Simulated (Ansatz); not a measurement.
A relaxed cell of Si5Mo is given with its symmetry left out. The cell was found from a structure generator's guess, not taken from experiment.

Level of theory: Ansatz, DFT PBE, scalar-relativistic, plane waves, PAW. Cutoff 420 eV, Γ-centred mesh, Gaussian smearing, no spin polarisation.

```
CELL_PARAMETERS angstrom
3.78106 2.18300 2.34343
-3.78106 2.18300 2.34343
0.00000 -4.36599 2.34343
ATOMIC_POSITIONS crystal
Si 0.00000 0.00000 0.50000
Si 0.50000 0.00000 0.00000
Si 0.00000 0.50000 0.00000
Si 0.34608 0.34608 0.34608
Si 0.65392 0.65392 0.65392
Mo 0.00000 0.00000 0.00000
```

Formation energies are uncorrected and refer to the elements' standard structures at the same level.

(1) Find its symmetry and describe it.

(2) How far does it lie from the elements in energy?

(3) Is it a metal?

Answers

(1) R-3m (No. 166). Conventional cell: a = 7.562 Å, c = 7.030 Å. Si on a site of symmetry 2/m is surrounded by 2 Mo at 2.48 Å and 2 Si at 2.52 Å; around Si on a site of symmetry 3m lie 1 Si at 2.16 Å, 1 Mo at 2.43 Å and 3 Si at 2.52 Å; Mo is surrounded by 8 Si at 2.43–2.48 Å.

(2) +0.58 eV/atom. It can't be a ground state, since the elements alone are lower.

(3) Yes, bands cross the Fermi level on the 12×12×12 mesh.

The last run used a 12×12×12 mesh for its 6-atom cell and Gaussian smearing of 0.10 eV. A structure relaxed within its symmetry needn't be a true minimum. Another cell of Si5Mo relaxed alike, in P-6m2, lies 243 meV/atom lower, so this cell isn't the stable form at this level.
